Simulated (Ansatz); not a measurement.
Relaxation of a relaxed TaN cell, doubled along one cell vector, shaken by Gaussian noise of σ = 0.08 Å a coordinate; 4 atoms in the cell, which starts as P1 (No. 1), aP4; a = b = 2.735 Å, c = 5.470 Å, α = β = γ = 90.00°. These are r2SCAN (plane waves to 500 eV, PAW, scalar-relativistic; Ansatz, an electronic-structure program) values and carry that method's errors. Γ-centred k-mesh 8×4×8 on the run's cell (coarser than for final values), Fermi–Dirac smearing 0.05 eV. This is the first round of the run. 

The optimiser's lines from the output (shortened; P is positive under compression):

```
relax step   1: F+E_penalty+E_count = -20659.66832347 eV  Δ(F+E_penalty+E_count) = +0.000e0 eV  max|allowed force component| = 2.501e0 eV/Å  Δτ_max = 0.0000 Å  P = +10.673 GPa  Ω = 40.911 Å³  (8 SCF iters, dr2 threshold 1.00e-7 eV, accepted)
relax step   2: F+E_penalty+E_count = -20659.94596791 eV  Δ(F+E_penalty+E_count) = -2.776e-1 eV  max|allowed force component| = 1.386e0 eV/Å  Δτ_max = 0.1083 Å  P = +0.115 GPa  Ω = 41.540 Å³  (9 SCF iters, dr2 threshold 4.00e-7 eV, accepted)
relax step   3: F+E_penalty+E_count = -20660.10828744 eV  Δ(F+E_penalty+E_count) = -1.623e-1 eV  max|allowed force component| = 2.190e-2 eV/Å  Δτ_max = 0.1432 Å  P = +2.794 GPa  Ω = 40.696 Å³  (8 SCF iters, dr2 threshold 4.00e-7 eV, accepted)
relax step   4: F+E_penalty+E_count = -20660.11187228 eV  Δ(F+E_penalty+E_count) = -3.585e-3 eV  max|allowed force component| = 4.033e-3 eV/Å  Δτ_max = 0.0090 Å  P = -0.256 GPa  Ω = 41.069 Å³  (6 SCF iters, dr2 threshold 4.00e-7 eV, accepted)
relax step   5: F+E_penalty+E_count = -20660.11196330 eV  Δ(F+E_penalty+E_count) = -9.102e-5 eV  max|allowed force component| = 1.161e-3 eV/Å  Δτ_max = 0.0010 Å  P = -0.001 GPa  Ω = 41.037 Å³  (5 SCF iters, dr2 threshold 4.00e-7 eV, accepted)
relax step   6: F+E_penalty+E_count = -20660.11196469 eV  Δ(F+E_penalty+E_count) = -1.396e-6 eV  max|allowed force component| = 8.304e-4 eV/Å  Δτ_max = 0.0002 Å  P = -0.000 GPa  Ω = 41.036 Å³  (6 SCF iters, dr2 threshold 2.27e-9 eV, accepted)
relax step   7: F+E_penalty+E_count = -20660.11202846 eV  Δ(F+E_penalty+E_count) = -6.377e-5 eV  max|allowed force component| = 8.224e-4 eV/Å  Δτ_max = 0.0000 Å  P = -0.002 GPa  Ω = 41.036 Å³  stress off target by 3.22e-3 GPa  SCF on the basis re-selected at this cell (its energy is not comparable with the rows above)  (4 SCF iters)
```

From the first to the last row the energy changes by -0.11 eV/atom and the volume by +0.3 %. The last row is marked as not comparable with the walk above it, whose basis was carried along; it does compare with step 1, since both stand on a basis selected at the nominal cutoff for their own cell.

Later rounds, restarted from the end of this one on a renewed k-mesh, logged 4 more steps. The final structure after all rounds: Pm-3m (No. 221), cP2, CsCl type; a = 2.735 Å, b = 2.735 Å, c = 2.735 Å, α = 90.00°, β = 90.00°, γ = 90.00°. No spin polarisation in the result.

The relaxed structure here is a generated cell of TaN: the first start was made by placing the elements on the sites of a structure type, and the end was not matched to a known phase here, so it may be hypothetical. Known forms of TaN include space group No. 225.
